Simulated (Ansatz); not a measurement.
MoTe$_{2}$ (space group P2_1/m)

```xyz
12
Lattice="6.2921 0.0000 0.0000 0.0000 3.4389 0.0000 -0.8891 0.0000 13.3371" Properties=species:S:1:pos:R:3 pbc="T T T"
Te     3.1969     0.8597     4.6345
Te     2.2062     2.5792     8.7026
Te     3.6006     2.5792     1.3977
Te     1.8024     0.8597    11.9394
Te     0.4613     0.8597     2.0416
Te     4.9418     2.5792    11.2955
Mo     1.5632     0.8597     6.7567
Mo     3.8399     2.5792     6.5804
Te    -0.0022     2.5792     5.2664
Te     5.4052     0.8597     8.0707
Mo     1.1363     2.5792     0.1053
Mo     4.2667     0.8597    13.2318
```

A phonon eigenvector at Γ is frozen into this cell: atom i moves by Q times the vector below, so Q is the largest atomic displacement, in Å. The cell is held.

```tsv
atom	x	y	z
Te1	0.000	0.707	0.000
Te2	0.000	-0.707	0.000
Te3	0.000	-0.172	0.000
Te4	0.000	0.172	0.000
Te5	0.000	1.000	0.000
Te6	0.000	-1.000	0.000
Mo7	0.000	-0.363	0.000
Mo8	0.000	0.363	0.000
Te9	0.000	0.033	0.000
Te10	0.000	-0.033	0.000
Mo11	0.000	0.476	0.000
Mo12	0.000	-0.476	0.000
```

Computed with LDA (plane waves to 420 eV, PAW, scalar-relativistic; Ansatz, a quantum-chemistry and plane-wave program). k mesh 6×11×3 (Γ-centred), Fermi-Dirac smearing 0.05 eV. E stands for the smeared free energy. With partly filled bands, energies and forces of such displacements shift with the k mesh and the smearing. MoTe2 is run without spin polarisation. MoTe2 was relaxed with its symmetry unable to fall. Spin-orbit coupling is left out, though Te is heavy. ΔE is measured from the undisplaced structure.

| Q (Å) | ΔE (eV/cell) | −dE/dQ from forces (eV/Å) |
|---|---|---|
| -0.100 | 0.080 | 1.597 |
| -0.083 | 0.056 | 1.332 |
| -0.067 | 0.036 | 1.067 |
| -0.050 | 0.020 | 0.801 |
| -0.033 | 0.009 | 0.534 |
| -0.017 | 0.002 | 0.267 |
| 0.000 | 0.000 | 0.000 |
| 0.017 | 0.002 | -0.267 |
| 0.033 | 0.009 | -0.534 |
| 0.050 | 0.020 | -0.801 |
| 0.067 | 0.036 | -1.067 |
| 0.083 | 0.056 | -1.332 |
| 0.100 | 0.080 | -1.597 |

Derived quantities:

```
Item                                                                                                                  Value
-----------------------------------------------------------  --------------------------------------------------------------
Energy at Q = 0.100 Å                                                                                           80 meV/cell
Space group of the distorted cell                                                          P-1 (No. 2), lowered from P2_1/m
Symmetry of the curve                                                                         even: the same for both signs
Shape of the curve                                           a single well with its minimum at or next to zero displacement
Harmonic wavenumber from the curvature (finite differences)                                                         97 cm⁻¹
Wavenumber by perturbation theory (DFPT, on another k mesh)                                                         97 cm⁻¹
```

The 13 points together took very roughly 26 core-minutes.

(For displaced atoms, the force is minus the slope of the energy, and its curvature is a force constant, which sets phonon frequencies.)
